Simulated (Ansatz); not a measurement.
GaPt:
```
GaPt
1.0
    4.91935     0.00000     0.00000
    0.00000     4.91935     0.00000
    0.00000     0.00000     4.91935
Ga Pt
4 4
Direct
  0.09281   0.09281   0.09281
  0.40719   0.90719   0.59281
  0.59281   0.40719   0.90719
  0.90719   0.59281   0.40719
  0.39900   0.39900   0.39900
  0.10100   0.60100   0.89900
  0.89900   0.10100   0.60100
  0.60100   0.89900   0.10100
```

Relaxed with r²SCAN. Special points in fractions of this cell's reciprocal vectors: Γ (0.000, 0.000, 0.000); X (0.000, 0.500, 0.000); M (0.500, 0.500, 0.000); R (0.500, 0.500, 0.500); X1 (0.500, 0.000, 0.000).

Question: List the band energies nearest the Fermi level at these points for plane-wave PAW r²SCAN (Ansatz code).

Answer: In eV from the Fermi level; about four levels below and three above (degenerate sets whole), none deeper than 8.9 eV; points with the same levels are listed once.

| k | below | above |
|---|---|---|
| Γ | -1.57 -1.57 -1.57 -0.20 -0.20 -0.20 | 3.52 3.52 3.52 |
| X | -1.54 -1.54 -0.67 -0.67 | 1.37 1.37 2.14 2.14 |
| M | -2.45 -2.45 -2.18 -2.18 | 0.37 0.37 0.92 0.92 |
| R | -0.89 -0.89 -0.89 -0.89 | 6.03 6.03 6.03 6.03 |

Space group P2_13. The first step of the workflow began from a Materials Project structure, measured or hypothetical; the Crystallography Open Database copy checked does not list it. With Ga and Pt taken as one species the cell has the higher symmetry Pa-3, so it may be an ordered model of a mixed-site phase. Whether it is the stable phase at ambient conditions was not checked. The cell was relaxed with r²SCAN under the symmetry of its start; whether a distortion lowers the energy is not shown. The run is not spin-polarised. Spin–orbit coupling is left out wherever it is not named.

Potentials: the earlier of the program's two PAW sets.
